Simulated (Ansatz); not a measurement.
input.yaml

```yaml
crystal:
  lattice:
    - [6.5743148964, 0.0, 0.0]
    - [-3.2871574482, 5.6935237127, 0.0]
    - [0.0, 0.0, 3.2186846471]
  atoms:
    - { symbol: Ge, position: [0.6666666667, 0.3333333333, 0.0] }
    - { symbol: Ge, position: [0.3333333333, 0.6666666667, 0.0] }
    - { symbol: Ge, position: [0.0, 0.0, 0.5] }
    - { symbol: Pt, position: [0.6200521672, 0.0, 0.5] }
    - { symbol: Pt, position: [0.3799478328, 0.3799478328, 0.5] }
    - { symbol: Pt, position: [0.0, 0.6200521672, 0.5] }
    - { symbol: Pt, position: [0.0, 0.2832647789, 0.0] }
    - { symbol: Pt, position: [0.7167352211, 0.7167352211, 0.0] }
    - { symbol: Pt, position: [0.2832647789, 0.0, 0.0] }
basis:
  ecutwfc: 420
kpoints:
  mp_grid: { grid: [6, 6, 10] }
hamiltonian:
  xc: pbesol
scf:
  occupations: { method: gaussian, width: 0.1 }
output:
  forces: true
  stress: true
  eigenvalues: true
relax:
  adjacent_minimum: "off"
  f_tol: 0.01
  max_steps: 30
  cell: { stress_tol: 0.1, fix: [volume] }
```

Command:
```bash
ansatz run input.yaml --threads 2 --pin off --max-ram 5120MiB --backend cpu --events-out ev --progress --plain --runs-dir out
```

Computed with DFT PBEsol, scalar-relativistic, plane waves, PAW in Ansatz 0.2.0.

From the run's log, abridged:

```
Pseudopotentials: kind: paw
Pseudopotential: Ge, paw, valence charge 14, recommended cutoff 420 eV (normal)
Pseudopotential: Pt, paw, valence charge 18, recommended cutoff 420 eV (normal)
Functional definition: PBEsol
Crystal: 9 atoms, lattice volume = 120.479 Å³
Basis set: ecut = 420 eV, 2339 PW (Γ), exchange–correlation on 90×90×48 points (8 copies of the dense FFT grid, shifted against one another)
Bands: 90, of which v1, the nominal top of the filled ones, is band 75 counted from 1 (74 counted from 0)
Symmetry: 12 space group operations
Space group: P-62m (ITA 189), of the structure as read, at distance tolerance 4.9e-5 Å
k-points: 42 of 360 (time reversal used)
Initial density: superposition of atomic densities (neutral atoms: chi_scale 0, normalization atom), corrected by the library's trained network
Initial wavefunctions: pseudopotential atomic-orbital guess
Functional: x = pbesol(κ = 0.804, μ = 0.12345679), c = pbesol(β = 0.046)
SCF iter   1: F=—  HF=-87065.151598 eV  |F-HF|=—  |Δ(HF+E_count)|=         —  Δρ=8.49e-3  dr2=6.83e-2  ethr=1.77e-3  ⟨swp⟩=5.4  Hψ=12757  notcnv=0  defer=61
SCF iter   2: F=—  HF=-87065.137618 eV  |F-HF|=—  |Δ(HF+E_count)|=   1.40e-2  Δρ=3.92e-3  dr2=1.36e-2  ethr=4.55e-5  ⟨swp⟩=2.8  Hψ=6697  notcnv=0  defer=92
SCF iter   3: F=—  HF=-87065.133976 eV  |F-HF|=—  |Δ(HF+E_count)|=   3.64e-3  Δρ=9.13e-4  dr2=6.61e-4  ethr=9.04e-6  ⟨swp⟩=2.0  Hψ=4949  notcnv=0  defer=92
SCF iter   4: F=—  HF=-87065.133846 eV  |F-HF|=—  |Δ(HF+E_count)|=   1.30e-4  Δρ=2.56e-4  dr2=6.14e-5  ethr=4.40e-7  ⟨swp⟩=2.0  Hψ=5596  notcnv=0  defer=92
SCF iter   5: F=—  HF=-87065.133722 eV  |F-HF|=—  |Δ(HF+E_count)|=   1.24e-4  Δρ=6.95e-5  dr2=4.57e-6  ethr=4.10e-8  ⟨swp⟩=2.0  Hψ=5608  notcnv=0  defer=92
SCF iter   6: F=—  HF=-87065.133721 eV  |F-HF|=—  |Δ(HF+E_count)|=   1.03e-6  Δρ=1.30e-5  dr2=1.36e-7  ethr=3.05e-9  ⟨swp⟩=2.0  Hψ=4981  notcnv=0  defer=92
SCF iter   7: F=-87065.133721 eV  HF=-87065.133721 eV  |F-HF|=4.39e-9  |Δ(HF+E_count)|=   2.97e-8  Δρ=2.49e-6  dr2=7.25e-9  ethr=6.67e-11  ⟨swp⟩=8.7  Hψ=14568  notcnv=0
SCF 1 converged in 7 iterations: F = -87065.133721 eV  dr2 = 7.25e-9
relax step   1: F+E_penalty+E_count = -87065.13372072 eV  Δ(F+E_penalty+E_count) = +0.000e0 eV  max|allowed force component| = 8.383e-2 eV/Å  Δτ_max = 0.0000 Å  P = +37.577 GPa  Ω = 120.479 Å³  fix = [volume]  reactions: volume +37.577 GPa (7 SCF iters, dr2 threshold 1.00e-7 eV, accepted)
Basis set: ecut = 420 eV, 2351 PW (Γ), exchange–correlation on 90×90×48 points (8 copies of the dense FFT grid, shifted against one another)
Initial density: handed on by an earlier stage of this run
Initial wavefunctions: those handed on with the density
SCF iter   1: F=—  HF=-87065.140525 eV  |F-HF|=—  |Δ(HF+E_count)|=         —  Δρ=1.00e-3  dr2=7.63e-4  ethr=5.22e-7  ⟨swp⟩=2.5  Hψ=18396  notcnv=0
SCF iter   2: F=—  HF=-87065.140353 eV  |F-HF|=—  |Δ(HF+E_count)|=   1.71e-4  Δρ=5.73e-4  dr2=2.71e-4  ethr=5.09e-7  ⟨swp⟩=1.0  Hψ=3780  notcnv=0
SCF iter   3: F=—  HF=-87065.140294 eV  |F-HF|=—  |Δ(HF+E_count)|=   5.99e-5  Δρ=9.01e-5  dr2=1.25e-5  ethr=1.81e-7  ⟨swp⟩=2.0  Hψ=5178  notcnv=0
SCF iter   4: F=—  HF=-87065.140292 eV  |F-HF|=—  |Δ(HF+E_count)|=   1.99e-6  Δρ=3.61e-5  dr2=1.16e-6  ethr=8.36e-9  ⟨swp⟩=2.0  Hψ=5669  notcnv=0
SCF iter   5: F=-87065.140291 eV  HF=-87065.140291 eV  |F-HF|=3.51e-7  |Δ(HF+E_count)|=   1.13e-7  Δρ=1.16e-5  dr2=1.88e-7  ethr=6.00e-10  ⟨swp⟩=4.6  Hψ=11633  notcnv=0
SCF 2 converged in 5 iterations: F = -87065.140291 eV  dr2 = 1.88e-7
relax step   2: F+E_penalty+E_count = -87065.14029109 eV  Δ(F+E_penalty+E_count) = -6.570e-3 eV  max|allowed force component| = 3.551e-2 eV/Å  Δτ_max = 0.0012 Å  P = +37.214 GPa  Ω = 120.479 Å³  fix = [volume]  reactions: volume +37.214 GPa (5 SCF iters, dr2 threshold 9.00e-7 eV, accepted)
SCF iter   1: F=—  HF=-87065.143058 eV  |F-HF|=—  |Δ(HF+E_count)|=         —  Δρ=1.38e-3  dr2=1.45e-3  ethr=1.01e-6  ⟨swp⟩=2.1  Hψ=18409  notcnv=0
SCF iter   2: F=—  HF=-87065.142824 eV  |F-HF|=—  |Δ(HF+E_count)|=   2.34e-4  Δρ=7.85e-4  dr2=4.98e-4  ethr=9.65e-7  ⟨swp⟩=1.0  Hψ=3780  notcnv=0
SCF iter   3: F=—  HF=-87065.142628 eV  |F-HF|=—  |Δ(HF+E_count)|=   1.96e-4  Δρ=1.28e-4  dr2=2.59e-5  ethr=3.32e-7  ⟨swp⟩=2.0  Hψ=5139  notcnv=0
SCF iter   4: F=—  HF=-87065.142624 eV  |F-HF|=—  |Δ(HF+E_count)|=   3.68e-6  Δρ=4.66e-5  dr2=2.08e-6  ethr=1.73e-8  ⟨swp⟩=2.0  Hψ=5690  notcnv=0
SCF iter   5: F=-87065.142624 eV  HF=-87065.142624 eV  |F-HF|=6.36e-7  |Δ(HF+E_count)|=   8.83e-8  Δρ=1.47e-5  dr2=3.45e-7  ethr=5.08e-10  ⟨swp⟩=5.1  Hψ=13428  notcnv=0
SCF 3 converged in 5 iterations: F = -87065.142624 eV  dr2 = 3.45e-7
relax step   3: F+E_penalty+E_count = -87065.14262359 eV  Δ(F+E_penalty+E_count) = -2.332e-3 eV  max|allowed force component| = 4.121e-2 eV/Å  Δτ_max = 0.0057 Å  P = +36.875 GPa  Ω = 120.479 Å³  energy of the carried Pulay correction = -4.120e-17 eV  fix = [volume]  reactions: volume +36.875 GPa (5 SCF iters, dr2 threshold 7.62e-7 eV, accepted)
SCF iter   1: F=—  HF=-87065.142768 eV  |F-HF|=—  |Δ(HF+E_count)|=         —  Δρ=8.49e-4  dr2=3.79e-4  ethr=3.53e-7  ⟨swp⟩=3.0  Hψ=16668  notcnv=0
SCF iter   2: F=—  HF=-87065.142693 eV  |F-HF|=—  |Δ(HF+E_count)|=   7.47e-5  Δρ=4.80e-4  dr2=1.29e-4  ethr=2.53e-7  ⟨swp⟩=1.0  Hψ=3780  notcnv=0
SCF iter   3: F=—  HF=-87065.142659 eV  |F-HF|=—  |Δ(HF+E_count)|=   3.41e-5  Δρ=6.43e-5  dr2=5.12e-6  ethr=8.58e-8  ⟨swp⟩=2.0  Hψ=5175  notcnv=0
SCF iter   4: F=—  HF=-87065.142598 eV  |F-HF|=—  |Δ(HF+E_count)|=   6.09e-5  Δρ=2.54e-5  dr2=5.22e-7  ethr=3.41e-9  ⟨swp⟩=2.0  Hψ=5925  notcnv=0
SCF iter   5: F=—  HF=-87065.142598 eV  |F-HF|=—  |Δ(HF+E_count)|=   4.61e-8  Δρ=9.31e-6  dr2=1.28e-7  ethr=7.08e-11  ⟨swp⟩=4.3  Hψ=12709  notcnv=0
SCF iter   6: F=-87065.142598 eV  HF=-87065.142598 eV  |F-HF|=3.89e-9  |Δ(HF+E_count)|=   6.05e-8  Δρ=2.64e-6  dr2=9.04e-9  ethr=7.08e-11  ⟨swp⟩=3.9  Hψ=10452  notcnv=0
SCF 4 converged in 6 iterations: F = -87065.142598 eV  dr2 = 9.04e-9
relax step   4: F+E_penalty+E_count = -87065.14259785 eV  Δ(F+E_penalty+E_count) = +2.574e-5 eV  max|allowed force component| = 5.860e-2 eV/Å  Δτ_max = 0.0062 Å  P = +36.767 GPa  Ω = 120.479 Å³  energy of the carried Pulay correction = -3.090e-17 eV  fix = [volume]  (6 SCF iters, dr2 threshold 1.06e-7 eV, rejected (line search))
SCF iter   1: F=—  HF=-87065.142971 eV  |F-HF|=—  |Δ(HF+E_count)|=         —  Δρ=4.21e-4  dr2=8.59e-5  ethr=8.35e-8  ⟨swp⟩=3.0  Hψ=16537  notcnv=0
SCF iter   2: F=—  HF=-87065.142891 eV  |F-HF|=—  |Δ(HF+E_count)|=   7.98e-5  Δρ=2.37e-4  dr2=2.89e-5  ethr=5.73e-8  ⟨swp⟩=1.0  Hψ=3780  notcnv=0
SCF iter   3: F=—  HF=-87065.142876 eV  |F-HF|=—  |Δ(HF+E_count)|=   1.58e-5  Δρ=3.16e-5  dr2=1.21e-6  ethr=1.93e-8  ⟨swp⟩=2.0  Hψ=5175  notcnv=0
SCF iter   4: F=—  HF=-87065.142875 eV  |F-HF|=—  |Δ(HF+E_count)|=   4.07e-7  Δρ=1.26e-5  dr2=1.33e-7  ethr=8.07e-10  ⟨swp⟩=2.0  Hψ=5923  notcnv=0
SCF iter   5: F=—  HF=-87065.142875 eV  |F-HF|=—  |Δ(HF+E_count)|=   1.58e-8  Δρ=4.56e-6  dr2=3.35e-8  ethr=8.86e-11  ⟨swp⟩=2.3  Hψ=5988  notcnv=0
SCF iter   6: F=—  HF=-87065.142875 eV  |F-HF|=—  |Δ(HF+E_count)|=   1.32e-8  Δρ=1.26e-6  dr2=2.24e-9  ethr=2.23e-11  ⟨swp⟩=2.0  Hψ=5871  notcnv=0
SCF iter   7: F=-87065.142875 eV  HF=-87065.142875 eV  |F-HF|=4.37e-11  |Δ(HF+E_count)|=  1.75e-10  Δρ=3.06e-7  dr2=1.04e-10  ethr=1.00e-12  ⟨swp⟩=4.0  Hψ=11817  notcnv=0
SCF 5 converged in 7 iterations: F = -87065.142875 eV  dr2 = 1.04e-10
relax step   5: F+E_penalty+E_count = -87065.14287520 eV  Δ(F+E_penalty+E_count) = -2.516e-4 eV  max|allowed force component| = 3.736e-3 eV/Å  Δτ_max = 0.0033 Å  P = +36.829 GPa  Ω = 120.479 Å³  energy of the carried Pulay correction = +2.060e-17 eV  fix = [volume]  reactions: volume +36.829 GPa (7 SCF iters, accepted)
Initial wavefunctions: pseudopotential atomic-orbital guess (no wavefunctions were taken with the density)
SCF iter   1: F=—  HF=-87065.142955 eV  |F-HF|=—  |Δ(HF+E_count)|=         —  Δρ=4.97e-4  dr2=6.43e-6  ethr=4.64e-8  ⟨swp⟩=3.5  Hψ=21857  notcnv=0
SCF iter   2: F=—  HF=-87065.142949 eV  |F-HF|=—  |Δ(HF+E_count)|=   6.30e-6  Δρ=2.53e-4  dr2=1.66e-6  ethr=4.29e-9  ⟨swp⟩=1.0  Hψ=3781  notcnv=0
SCF iter   3: F=—  HF=-87065.142973 eV  |F-HF|=—  |Δ(HF+E_count)|=   2.39e-5  Δρ=1.74e-6  dr2=1.31e-9  ethr=1.11e-9  ⟨swp⟩=1.0  Hψ=3780  notcnv=0
SCF iter   4: F=-87065.142973 eV  HF=-87065.142973 eV  |F-HF|=1.89e-10  |Δ(HF+E_count)|=   3.23e-9  Δρ=7.55e-7  dr2=2.78e-10  ethr=1.00e-12  ⟨swp⟩=5.4  Hψ=13652  notcnv=0
SCF 6 converged in 4 iterations: F = -87065.142973 eV  dr2 = 2.78e-10
SCF converged after 4 iterations
Free energy (F): -87065.142973 eV
Harris-Foulkes:  -87065.142973 eV  (|F-HF|=1.89e-10)
Internal energy: -87065.135794 eV  (E = F + TS)
E sigma→0 (E₀):  -87065.139384 eV
Entropy (-TS):   -0.007179 eV (-0.798 meV/atom)
Fermi energy:    23.622880 eV
--- Per-component energies (eV) ---
  E_band       = -640.943044
  E_kinetic    = 4218.404108
  E_local      = -13769.954620  (includes V_loc(G=0)·N_el)
  E_nonlocal   = 2492.462460
  E_hartree    = 5580.506960
  E_xc         = -1807.769008
  E_vxc        = -2036.495673  (∫ρ·V_xc dr)
  E_paw        = -61849.059803  (= ΣΔE_a)
  E_vpaw       = -2706.375036  (= ΣTr[D̂ρ^β])
  E_aug_tail   = 0.001880  (compensation charges beyond the density's cutoff)
  E_ewald      = -21934.203468
  E_core_change = 4.475696  (= ΣΔE_core)
  E_smearing   = -0.007179  (= −TS)
--- Forces (eV/Å), atoms counted from 1 ---
  atom   1  Ge     0.00000000     0.00000000     0.00000000
  atom   2  Ge     0.00000000     0.00000000     0.00000000
  atom   3  Ge     0.00000000     0.00000000     0.00000000
  atom   4  Pt     0.00214649     0.00000000     0.00000000
  atom   5  Pt    -0.00107324    -0.00185891     0.00000000
  atom   6  Pt    -0.00107324     0.00185891     0.00000000
  atom   7  Pt    -0.00188332     0.00326201     0.00000000
  atom   8  Pt    -0.00188332    -0.00326201     0.00000000
  atom   9  Pt     0.00376664     0.00000000     0.00000000
--- Stress (GPa, compression-positive) ---
       36.843336       0.000000       0.000000
        0.000000      36.843336       0.000000
        0.000000       0.000000      36.798908
  P = ⅓ Tr σ = 36.8285 GPa (368.285 kbar)
--- Band table (eV; the first three rows and the last of 42) ---
  k-point 0: bands = ["-75.2426", "-75.2409", "-75.2409", "-74.8794", "-74.8794", "-74.8786", "-29.6689", "-29.6289", "-29.6260", "-29.6260", "-29.6037", "-29.6037", "-29.3951", "-29.3513", "-29.3513", "-29.1740", "-29.1740", "-29.1520", "-29.1184", "-29.1184", "-29.0987", "-29.0934", "-29.0934", "-29.0518", "-1.4904", "-1.4645", "-1.4645", "-1.4551", "-1.4540", "-1.4540", "-1.4471", "-1.4140", "-1.4140", "-1.4048", "-1.4048", "-1.4009", "-1.4009", "-1.3996", "-1.3996", "9.6751", "12.1018", "12.5486", "15.6688", "15.6688", "15.7831", "15.7831", "17.0065", "17.0065", "17.0830", "17.5921", "17.9174", "18.5484", "18.5484", "18.8218", "18.8218", "18.9676", "18.9676", "19.4090", "19.9439", "19.94 ...
  k-point 1: bands = ["-75.2424", "-75.2408", "-75.2408", "-74.8793", "-74.8793", "-74.8786", "-29.6647", "-29.6249", "-29.6234", "-29.6234", "-29.6066", "-29.6066", "-29.3971", "-29.3674", "-29.3674", "-29.1658", "-29.1658", "-29.1559", "-29.1183", "-29.1183", "-29.1018", "-29.0942", "-29.0942", "-29.0606", "-1.4837", "-1.4664", "-1.4664", "-1.4536", "-1.4536", "-1.4494", "-1.4416", "-1.4134", "-1.4134", "-1.4065", "-1.4065", "-1.4025", "-1.4025", "-1.4003", "-1.4003", "9.8427", "12.1955", "12.6076", "15.8173", "15.8173", "15.9097", "15.9097", "16.9806", "16.9806", "17.1312", "17.4925", "17.8653", "18.3434", "18.3434", "18.5254", "18.5254", "19.1200", "19.1200", "19.2988", "19.5206", "19.52 ...
  k-point 2: bands = ["-75.2418", "-75.2404", "-75.2404", "-74.8789", "-74.8789", "-74.8785", "-29.6533", "-29.6219", "-29.6219", "-29.6142", "-29.6085", "-29.6085", "-29.4039", "-29.4039", "-29.4021", "-29.1664", "-29.1546", "-29.1546", "-29.1135", "-29.1135", "-29.1103", "-29.0967", "-29.0967", "-29.0840", "-1.4712", "-1.4712", "-1.4660", "-1.4528", "-1.4528", "-1.4347", "-1.4272", "-1.4125", "-1.4125", "-1.4102", "-1.4102", "-1.4084", "-1.4084", "-1.4005", "-1.4005", "10.3316", "12.4570", "12.7714", "16.1165", "16.1165", "16.2356", "16.2356", "16.8724", "16.8724", "17.1387", "17.2356", "17.7319", "18.1623", "18.1623", "18.2221", "18.2221", "18.8601", "19.0089", "19.0089", "19.3743", "19.3 ...
  k-point 41: bands = ["-75.2401", "-75.2395", "-75.2395", "-74.8780", "-74.8780", "-74.8779", "-29.6374", "-29.6308", "-29.6308", "-29.5923", "-29.5923", "-29.5825", "-29.4892", "-29.4493", "-29.4493", "-29.1815", "-29.1815", "-29.1299", "-29.1234", "-29.1178", "-29.1133", "-29.1133", "-29.1009", "-29.1009", "-1.4830", "-1.4830", "-1.4508", "-1.4508", "-1.4273", "-1.4224", "-1.4224", "-1.4187", "-1.4187", "-1.4092", "-1.4052", "-1.4052", "-1.4020", "-1.3923", "-1.3923", "12.6669", "13.0225", "13.0225", "14.8935", "15.5896", "15.5896", "17.1809", "17.1809", "17.5492", "17.6062", "17.6124", "17.6124", "17.6841", "18.1219", "18.1219", "18.7911", "18.8220", "18.8220", "19.1775", "19.4330", "19. ...
--- Relaxed structure (5 steps of the walk, 4 accepted, 1 SCFs on fresh bases) ---
  F+E_penalty+E_count = -87065.14297307 eV   max|allowed force component| = 3.767e-3 eV/Å   (the final SCF, on the basis selected at the relaxed cell)
  cell:  # Å, volume = 120.4786 Å³
    - [6.62840292, 0.0, 0.0]
    - [-3.31420146, 5.74036531, 0.0]
    - [0.0, 0.0, 3.16636978]
  atoms:
    - { symbol: Ge, position: [0.66666666, 0.33333333, 0.0] }
    - { symbol: Ge, position: [0.33333333, 0.66666666, 0.0] }
    - { symbol: Ge, position: [0.0, 0.0, 0.5] }
    - { symbol: Pt, position: [0.62095225, 0.0, 0.5] }
    - { symbol: Pt, position: [0.37904774, 0.37904774, 0.5] }
    - { symbol: Pt, position: [0.0, 0.62095225, 0.5] }
    - { symbol: Pt, position: [0.0, 0.28458110, 0.0] }
    - { symbol: Pt, position: [0.71541889, 0.71541889, 0.0] }
    - { symbol: Pt, position: [0.28458110, 0.0, 0.0] }
```

The relaxation met its thresholds.

Time: 2.7 min on 2 threads of Arm Neoverse V1, with other jobs on the host, peak memory 0.65 GiB.

Spin–orbit coupling is left out, which can shift energies with elements as heavy as these.